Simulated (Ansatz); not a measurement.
## Every step of a relaxation of TePb (rocksalt type)

DFT, PBE, PAW with Ansatz's default frozen-core files, scalar-relativistic (Ansatz 0.2.0); a Γ-centred 11×11×11 k mesh, Fermi–Dirac smearing of 0.1 eV, no spin polarisation. The run relaxes cell and atoms at a target pressure of 0 GPa.

Command: `ansatz run input.yaml --threads 1 --pin off --max-ram 2048MiB --backend cpu --events-out ev --progress --plain --runs-dir out` It took 19 s on 1 thread of Arm Neoverse V1 (shared host), peak memory 0.38 GiB.

PAW: frozen-core files, cutoff 420 eV; forces are relaxed below 0.005 eV/Å.

Each step lists its free energy a cell above the last geometry, the pressure, the cell vectors (Å), and Cartesian positions (Å) with forces (eV/Å).

The first step:

```
step 1  dF = 350.23 meV  P = 11.03 GPa
  cell 0.0000 3.0854 3.0854  3.0854 0.0000 3.0854  3.0854 3.0854 0.0000
  Pb 0.0000 0.0000 0.0000   0.0000 0.0000 0.0000
  Te 3.0854 3.0854 3.0854   0.0000 0.0000 0.0000
```

Spin–orbit coupling is left out, which matters for the heavy atoms.

Question: Where does the relaxation end, and by which steps?

Answer: After 4 geometries, with conventional a, b, c = 6.567, 6.567, 6.567 Å, at 35.404 Å³/atom (+20.54 % against the start) in space group Fm-3m, with a shortest distance of 3.284 Å. The further steps:
```
step 2  dF = 17.52 meV  P = 1.92 GPa
  cell 0.0000 3.2358 3.2358  3.2358 0.0000 3.2358  3.2358 3.2358 0.0000
  Pb 0.0000 0.0000 0.0000   0.0000 0.0000 0.0000
  Te 3.2358 3.2358 3.2358   0.0000 0.0000 0.0000
step 3  dF = 1.15 meV  P = 0.48 GPa
  cell 0.0000 3.2714 3.2714  3.2714 0.0000 3.2714  3.2714 3.2714 0.0000
  Pb 0.0000 0.0000 0.0000   0.0000 0.0000 0.0000
  Te 3.2714 3.2714 3.2714   0.0000 0.0000 0.0000
step 4  dF = 0.00 meV  P = 0.03 GPa
  cell 0.0000 3.2836 3.2836  3.2836 0.0000 3.2836  3.2836 3.2836 0.0000
  Pb 0.0000 0.0000 0.0000   0.0000 0.0000 0.0000
  Te 3.2836 3.2836 3.2836   0.0000 0.0000 0.0000
step 5  dF = -1.52 meV  P = 0.04 GPa  (same geometry on a basis chosen anew; earlier energies don't compare to the last digit)
  cell 0.0000 3.2836 3.2836  3.2836 0.0000 3.2836  3.2836 3.2836 0.0000
  Pb 0.0000 0.0000 0.0000   0.0000 0.0000 0.0000
  Te 3.2836 3.2836 3.2836   0.0000 0.0000 0.0000
```
